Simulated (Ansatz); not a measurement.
Fe2Ge:
```
Fe2Ge
1.0
    4.14848     0.00000     0.00000
   -2.07424     3.59269     0.00000
    0.00000     0.00000     4.99644
Fe Ge
4 2
Direct
  0.00000   0.00000   0.00000
  0.00000   0.00000   0.50000
  0.66667   0.33333   0.75000
  0.33333   0.66667   0.25000
  0.66667   0.33333   0.25000
  0.33333   0.66667   0.75000
```
The run is spin-polarised; directions of the spins, atom by atom: ↑ ↑ ↑ ↑ 0 0.

Relaxed with r²SCAN.

### Question
Give the Bader charges and basin volumes of the independent atoms, r²SCAN in the plane-wave PAW code Ansatz.

### Answer


| atom | Bader charge (e) | Bader volume (Å³) |
|---|---|---|
| Fe1 | +0.29 | 11.1 |
| Fe3 | +0.08 | 11.3 |
| Ge5 | -0.37 | 14.8 |

Space group P6_3/mmc. The first step of the workflow began from a Materials Project structure, measured or hypothetical; the Crystallography Open Database copy checked does not list it. Its standing as an ambient phase is unchecked. The cell was relaxed with r²SCAN under the symmetry of its start; whether a distortion lowers the energy is not shown. Magnetic state: ferromagnetic, the only order run, not a proven ground state. Other orbital occupations within this spin state were not tried.

Potentials: the later of the program's two PAW sets.
